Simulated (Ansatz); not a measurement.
MgO:
```
CELL_PARAMETERS angstrom
      0.00000     2.09705     2.09705
      2.09705     0.00000     2.09705
      2.09705     2.09705     0.00000
ATOMIC_POSITIONS crystal
  Mg 0.50000 0.50000 0.50000
  O  0.00000 0.00000 0.00000
```

Relaxed with r²SCAN+D4. Special points in fractions of this cell's reciprocal vectors: Γ (0.000, 0.000, 0.000); X (0.500, 0.000, 0.500); U (0.625, 0.250, 0.625); K (0.375, 0.375, 0.750); L (0.500, 0.500, 0.500); W (0.500, 0.250, 0.750).

Q: List the band energies nearest the valence-band maximum at these points for r²SCAN+D4 in the plane-wave PAW code Ansatz.

A: In eV from the valence-band maximum; about four levels below and three above (degenerate sets whole), none deeper than 8.9 eV; … stands for higher levels left out; points with the same levels are listed once.

```json
[
 {"k": "Γ", "below": "0.00 0.00 0.00", "above": "5.76 …"},
 {"k": "X", "below": "-4.12 -1.38 -1.38", "above": "10.06 …"},
 {"k": "U", "below": "-3.53 -2.73 -1.18", "above": "11.14 …"},
 {"k": "L", "below": "-4.66 -0.69 -0.69", "above": "8.91 …"},
 {"k": "W", "below": "-2.99 -2.99 -1.80", "above": "…"}
]
```

Space group Fm-3m (rock salt). Symmetry was held in the r²SCAN+D4 relaxation. The volume moved by -41 % from the start of the relaxation.

Potentials: the later of the program's two PAW sets.
